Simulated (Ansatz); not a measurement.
GaN:
```cif
data_Ga2N2
_chemical_formula_sum 'Ga2 N2'
_space_group_name_H-M_alt 'P63/mmc'
_space_group_IT_number 194
_space_group_name_Hall '-P 6c 2c'
_cell_length_a 3.15410
_cell_length_b 3.15410
_cell_length_c 7.59892
_cell_angle_alpha 90.000
_cell_angle_beta 90.000
_cell_angle_gamma 120.000
loop_
_atom_site_label
_atom_site_type_symbol
_atom_site_symmetry_multiplicity
_atom_site_Wyckoff_symbol
_atom_site_fract_x
_atom_site_fract_y
_atom_site_fract_z
_atom_site_occupancy
Ga1 Ga 2 d 0.66667 0.33333 0.25000 1
N1 N 2 b 0.00000 0.00000 0.25000 1
```

Relaxed at zero pressure with LDA (plane waves, PAW; program Ansatz).

Question: The volume is raised by 3 % and shape and atoms relax at that volume. What pressure results, and how do the axes share the change?

Answer: -0.4 GPa; a 0.1 %, b 0.1 %, c 2.9 %; the energy rises by 1 meV/atom.

Question: Give the new structure.

Answer: 
Space group P6₃/mmc (No. 194); a = 3.1563 Å, b = 3.1563 Å, c = 7.8160 Å, α = 90.00°, β = 90.00°, γ = 120.00°

```json
[
 {"atom": "Ga", "site": "2d", "symmetry": "-6m2", "x": "0.6667", "y": "0.3333", "z": "0.2500"},
 {"atom": "N", "site": "2b", "symmetry": "-6m2", "x": "0.0000", "y": "0.0000", "z": "0.2500"}
]
```

The phase is kept; no other phase was compared at this pressure.

Space group P6_3/mmc. The first step of the workflow began from a Materials Project structure, measured or hypothetical; the Crystallography Open Database copy checked does not list it. It is not the phase usual at ambient conditions (space group No. 186, 216). The LDA relaxation kept the symmetry of its start; phonons on a q-mesh show weakly imaginary modes. A crystal of weakly bound layers computed without a dispersion correction: the cell and the soft elastic constants depend strongly on that.

Potentials: the earlier of the program's two PAW sets.
